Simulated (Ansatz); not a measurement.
Checking a converged run of In3CoTe4

In3CoTe4 is taken as a cell of a measured crystal with one cation replaced (not relaxed), 8 atoms in the cell. One In of COD entry 1539306 is replaced by Co, with no charge compensation.

The calculation used Ansatz, DFT, PBE+U, PAW, plane waves, scalar-relativistic.

```yaml
crystal:
  lattice:
    - [6.16, 0.0, 0.0]
    - [0.0, 6.16, 0.0]
    - [0.0, 0.0, 6.16]
  atoms:
    - { symbol: In, position: [0.0, 0.0, 0.0] }
    - { symbol: Te, position: [0.5, 0.0, 0.0] }
    - { symbol: Co, position: [0.0, 0.5, 0.5], spin: 0.3 }
    - { symbol: Te, position: [0.5, 0.5, 0.5] }
    - { symbol: In, position: [0.5, 0.0, 0.5] }
    - { symbol: Te, position: [0.0, 0.0, 0.5] }
    - { symbol: In, position: [0.5, 0.5, 0.0] }
    - { symbol: Te, position: [0.0, 0.5, 0.0] }
  symmetry: { detect: false, time_reversal: true }
magnetization:
  spin_polarized: true
hamiltonian:
  xc: pbe
  pseudopotentials: { kind: paw }
  hubbard:
    sites:
      - { site: 2, l: d, u_eff: 3.6, starting_ns: [{ spin: up, occupation_matrix: s2up }, { spin: down, occupation_matrix: s2down }] }
    occupation_matrices:
      s2up:
        matrix:
          - [0.999999, 0.0, 0.0, 0.0, 0.0]
          - [0.0, 0.999999, 0.0, 0.0, 0.0]
          - [0.0, 0.0, 0.999999, 0.0, 0.0]
          - [0.0, 0.0, 0.0, 0.999999, 0.0]
          - [0.0, 0.0, 0.0, 0.0, 0.999999]
      s2down:
        matrix:
          - [1.0e-06, 0.0, 0.0, 0.0, 0.0]
          - [0.0, 0.999999, 0.0, 0.0, 0.0]
          - [0.0, 0.0, 0.999999, 0.0, 0.0]
          - [0.0, 0.0, 0.0, 0.999999, 0.0]
          - [0.0, 0.0, 0.0, 0.0, 1.0e-06]
basis:
  ecutwfc: 420
kpoints:
  mp_grid: { grid: [3, 3, 3] }
scf:
  occupations: { method: fermi_dirac, width: 0.02 }
  lower_state_search: "off"
  max_iter: 200
output:
  forces: true
  stress: true
```

The run was started with:
```sh
ansatz run input.yaml --threads 4 --pin off --max-ram 9216MiB --backend cpu --events-out ev --progress --plain --runs-dir out
```

It took 25 s on 4 threads of Arm Neoverse V2, on a shared host, peak memory 0.99 GiB.

The end of the output:

```
SCF converged after 17 iterations
Magnetization: 2.0012 μB (61.0006 up, 58.9994 down)
Absolute magnetization: 2.3934 μB (∫|ρ↑−ρ↓|, with the PAW one-centre terms)
Spin contamination: 0.2358 ħ² per cell (⟨S²⟩ above its minimum at these occupations)
Per-site moments (μB) at R_I (Å): [(-0.0273, 1.2705), (-0.0120, 1.2705), (2.1168, 1.2705), (0.0059, 1.2705), (-0.0197, 1.2705), (0.0059, 1.2705), (-0.0273, 1.2705), (-0.0292, 1.2705)]
Free energy (F): -49838.808476 eV
Harris-Foulkes:  -49838.808476 eV  (|F-HF|=5.75e-8)
Internal energy: -49838.799438 eV  (E = F + TS)
E sigma→0 (E₀):  -49838.803957 eV
Entropy (-TS):   -0.009039 eV (-1.130 meV/atom)
Fermi energy:    9.177147 eV
--- Specified on-site occupations, and those of the state reported ---
  electrons in the specified blocks: 8.0000 specified, 7.7633 found
  site 2 (l=d) ↓: largest change of an orbital's occupation 0.1815; electrons 3.0000 specified, 2.8263 found; spectral distance 0.1919
  site 2 (l=d) ↑: largest change of an orbital's occupation 0.0211; electrons 5.0000 specified, 4.9370 found; spectral distance 0.0304
--- Forces (eV/Å), atoms counted from 1 ---
  atom   1  In    -0.00000001     0.00000000    -0.00000000
  atom   2  Te     0.00000000     0.00000000    -0.00000000
  atom   3  Co    -0.00000002    -0.00000001    -0.00000000
  atom   4  Te     0.00000001     0.00000001    -0.00000000
  atom   5  In     0.00000001    -0.00000000     0.00000000
  atom   6  Te     0.00000000     0.00000000     0.00000000
  atom   7  In     0.00000001     0.00000000    -0.00000000
  atom   8  Te     0.00000000     0.00000001    -0.00000001
--- Stress (GPa, compression-positive) ---
       -0.695636      -0.000000      -0.000002
        0.000000      -0.695636       0.000003
       -0.000001       0.000002      -0.575955
  P = ⅓ Tr σ = -0.6557 GPa (-6.557 kbar)
```

The mesh is too coarse to rank close states of a metal with certainty: differences of some tens of meV/atom may change, at times in sign.

A static U favours moments and orbital order; the result depends on U and need not be the measured state. With one magnetic atom in the cell its copies can only be parallel; orders in a larger cell may lie lower.

Site moments are taken inside atomic spheres and don't add up to the total.

Eigenvalues of the Hubbard occupation matrices: Co3 up 0.98 0.99 0.99 0.99 0.99, down 0.01 0.05 0.82 0.97 0.97.

Would you trust this as the ground state? If a lower solution is known, describe it.

No, on this mesh. A state 14.4 meV/atom (0.115 eV per cell) lower exists in this cell: spin-polarised, site moments Co3 1.97 μB, total 2.00 μB per cell, no gap on the k-mesh. It was reached from: usual moment, default search for lower states [Co3 3.00 μB]; the moments in brackets, symmetry off, plain SCF [Co3 0.30 μB]. Its occupation eigenvalues are Co3 up 0.98 0.98 0.98 0.98 0.98, down 0.04 0.04 0.96 0.96 0.96. The wrong state matters: the pressure is -1.1 GPa there against -0.7 GPa here. “Lowest” means lowest among the runs made in this cell.
